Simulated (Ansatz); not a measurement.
A relaxation computed with Ansatz, from input to last step.

```yaml
crystal:
  lattice:
    - [6.8843137049, 0.0, 0.0]
    - [0.0, 6.8843137049, 0.0]
    - [0.0, 0.0, 6.8843137049]
  atoms:
    - { symbol: Si, position: [0.5, 0.5, 0.5] }
    - { symbol: Si, position: [0.0, 0.0, 0.0] }
    - { symbol: C, position: [0.75, 0.25, 0.25] }
    - { symbol: C, position: [0.25, 0.25, 0.75] }
    - { symbol: C, position: [0.75, 0.75, 0.75] }
    - { symbol: C, position: [0.25, 0.75, 0.25] }
    - { symbol: "N", position: [0.1463085656, 0.8536914344, 0.1463085656] }
    - { symbol: "N", position: [0.6463085656, 0.6463085656, 0.6463085656] }
    - { symbol: "N", position: [0.8536914344, 0.8536914344, 0.8536914344] }
    - { symbol: "N", position: [0.3536914344, 0.6463085656, 0.3536914344] }
    - { symbol: "N", position: [0.3536914344, 0.3536914344, 0.6463085656] }
    - { symbol: "N", position: [0.6463085656, 0.3536914344, 0.3536914344] }
    - { symbol: "N", position: [0.1463085656, 0.1463085656, 0.8536914344] }
    - { symbol: "N", position: [0.8536914344, 0.1463085656, 0.1463085656] }
basis:
  ecutwfc: 420
kpoints:
  mp_grid: { grid: [4, 4, 4] }
hamiltonian:
  xc: pbesol
scf:
  occupations: { method: gaussian, width: 0.02 }
output:
  forces: true
  stress: true
  eigenvalues: true
relax:
  adjacent_minimum: "off"
  f_tol: 0.01
  max_steps: 30
```

```bash
ansatz run input.yaml --threads 4 --pin off --max-ram 10240MiB --backend cpu --events-out ev --progress --plain --runs-dir out
```

Computed with Ansatz, DFT PBEsol, scalar-relativistic, plane waves, PAW.

The volume is held at 1.1 times that of the relaxed cell.

Of 4 frames 3 are shown, positions in Å and forces in eV/Å; the SCF threshold varies from step to step.

```xyz
14
Lattice="6.8843 0.0000 0.0000 0.0000 6.8843 0.0000 0.0000 0.0000 6.8843" Properties=species:S:1:pos:R:3:forces:R:3 pbc="T T T" step=1 free_energy_over_end_meV_per_atom=1.35
Si    3.4422    3.4422    3.4422    0.0000    0.0000    0.0000
Si    0.0000    0.0000    0.0000    0.0000    0.0000    0.0000
C     5.1632    1.7211    1.7211    0.0000    0.0000    0.0000
C     1.7211    1.7211    5.1632    0.0000    0.0000    0.0000
C     5.1632    5.1632    5.1632    0.0000    0.0000    0.0000
C     1.7211    5.1632    1.7211    0.0000    0.0000    0.0000
N     1.0072    5.8771    1.0072    0.4133   -0.4133    0.4133
N     4.4494    4.4494    4.4494    0.4133    0.4133    0.4133
N     5.8771    5.8771    5.8771   -0.4133   -0.4133   -0.4133
N     2.4349    4.4494    2.4349   -0.4133    0.4133   -0.4133
N     2.4349    2.4349    4.4494   -0.4133   -0.4133    0.4133
N     4.4494    2.4349    2.4349    0.4133   -0.4133   -0.4133
N     1.0072    1.0072    5.8771    0.4133    0.4133   -0.4133
N     5.8771    1.0072    1.0072   -0.4133    0.4133    0.4133
14
Lattice="6.8843 0.0000 0.0000 0.0000 6.8843 0.0000 0.0000 0.0000 6.8843" Properties=species:S:1:pos:R:3:forces:R:3 pbc="T T T" step=2 free_energy_over_end_meV_per_atom=0.10
Si    3.4422    3.4422    3.4422    0.0000    0.0000    0.0000
Si    0.0000    0.0000    0.0000    0.0000    0.0000    0.0000
C     5.1632    1.7211    1.7211    0.0000    0.0000    0.0000
C     1.7211    1.7211    5.1632    0.0000    0.0000    0.0000
C     5.1632    5.1632    5.1632    0.0000    0.0000    0.0000
C     1.7211    5.1632    1.7211    0.0000    0.0000    0.0000
N     1.0100    5.8743    1.0100    0.1148   -0.1148    0.1148
N     4.4521    4.4521    4.4521    0.1148    0.1148    0.1148
N     5.8743    5.8743    5.8743   -0.1148   -0.1148   -0.1148
N     2.4322    4.4521    2.4322   -0.1148    0.1148   -0.1148
N     2.4322    2.4322    4.4521   -0.1148   -0.1148    0.1148
N     4.4521    2.4322    2.4322    0.1148   -0.1148   -0.1148
N     1.0100    1.0100    5.8743    0.1148    0.1148   -0.1148
N     5.8743    1.0100    1.0100   -0.1148    0.1148    0.1148
14
Lattice="6.8843 0.0000 0.0000 0.0000 6.8843 0.0000 0.0000 0.0000 6.8843" Properties=species:S:1:pos:R:3:forces:R:3 pbc="T T T" step=4 free_energy_over_end_meV_per_atom=0.00
Si    3.4422    3.4422    3.4422    0.0000    0.0000    0.0000
Si    0.0000    0.0000    0.0000    0.0000    0.0000    0.0000
C     5.1632    1.7211    1.7211    0.0000    0.0000    0.0000
C     1.7211    1.7211    5.1632    0.0000    0.0000    0.0000
C     5.1632    5.1632    5.1632    0.0000    0.0000    0.0000
C     1.7211    5.1632    1.7211    0.0000    0.0000    0.0000
N     1.0110    5.8733    1.0110   -0.0004    0.0004   -0.0004
N     4.4532    4.4532    4.4532   -0.0004   -0.0004   -0.0004
N     5.8733    5.8733    5.8733    0.0004    0.0004    0.0004
N     2.4311    4.4532    2.4311    0.0004   -0.0004    0.0004
N     2.4311    2.4311    4.4532    0.0004    0.0004   -0.0004
N     4.4532    2.4311    2.4311   -0.0004    0.0004    0.0004
N     1.0110    1.0110    5.8733   -0.0004   -0.0004    0.0004
N     5.8733    1.0110    1.0110    0.0004   -0.0004   -0.0004
```

It took 5.8 s on 4 threads of Intel(R) Xeon(R) 6975P-C (Granite Rapids) (shared host), peak memory 0.81 GiB.